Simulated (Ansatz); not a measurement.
Property card for HfZr$_{3}$S$_{8}$

The calculation used Ansatz, DFT PBE, scalar-relativistic, plane waves, PAW.

Settings: cutoff 420 eV, Γ-centred mesh 12×12×1 on the computed 12-atom cell, Gaussian smearing of 0.02 eV; no spin polarisation.

The structure is relaxed at this level of theory with its symmetry kept, and needn't be the ground state of this composition.

```
Zr Hf S
1.0
     3.67634    0.00000    0.00000
    -1.83817    3.18380    0.00000
     0.00000    0.00000   27.14134
Zr Hf S
3 1 8
Direct
  0.00000 0.00000 0.00000
  0.00000 0.00000 0.24920
  0.00000 0.00000 0.75080
  0.00000 0.00000 0.50000
  0.66667 0.33333 0.19567
  0.66667 0.33333 0.44711
  0.66667 0.33333 0.69727
  0.66667 0.33333 0.94647
  0.33333 0.66667 0.05353
  0.33333 0.66667 0.30273
  0.33333 0.66667 0.55289
  0.33333 0.66667 0.80433
```

| Property | Result |
| --- | --- |
| Space group | P-3m1 (No. 164) |
| Volume per atom | 26.47 Å³ |
| Formation energy from the elements' standard states (uncorrected) | -1.569 eV/atom |
| Kohn–Sham band gap | 1.12 eV |
| Orbital (Löwdin) character of the top 1 eV of the valence band | S 3p 91 % |
| Orbital (Löwdin) character of the lowest 1 eV of the conduction band | Zr 4d 62 %, S 3p 18 %, Hf 5d 14 % |

Spin-orbit coupling is left out, which matters for the bands of heavy elements. The cell holds layers, chains or molecules and no dispersion correction was added, so their binding is poorly described.

The cell was found from a structure generator's guess, not taken from experiment. Kohn–Sham gaps at this level usually fall short of measured ones. Löwdin shares on free-atom orbitals overweight diffuse shells in the empty bands.
